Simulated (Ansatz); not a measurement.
Property card for CdGeS₂

These are results of DFT PBE, scalar-relativistic, plane waves, PAW in Ansatz 0.2.0, not measurements.

Plane waves to 420 eV, a k mesh through Γ of 10×10×14 on the computed 4-atom cell and Gaussian smearing (0.10 eV); no spin polarisation.

The structure is relaxed at this level of theory with its symmetry kept, and needn't be the ground state of this composition.

Space group P4/mmm (No. 123), tetragonal, a = 4.871 Å, c = 3.448 Å. Cd has 8 S at 2.98 Å; Ge has 4 S at 2.44 Å; S has 2 Ge at 2.44 Å and 4 Cd at 2.98 Å.

- Volume per atom: 20.45 Å³
- Formation energy from the elements' standard states (uncorrected): -0.015 eV/atom
- Kohn–Sham band gap: none (metal)
- Density of states at the Fermi level: 1.4 states/eV per cell
- Orbital (Löwdin) character within 0.5 eV of the Fermi level: S 3p 45 %, Ge 4p 26 %, Cd 5s 13 %, Ge 4s 9 %, unprojected 4 %
- Bader charge by site (e): Cd (1 in the cell) 0.88, Ge (1 in the cell) 0.78, S (2 in the cell) -0.83

The cell was found from a structure generator's guess, not taken from experiment. Löwdin shares on free-atom orbitals overweight diffuse shells.
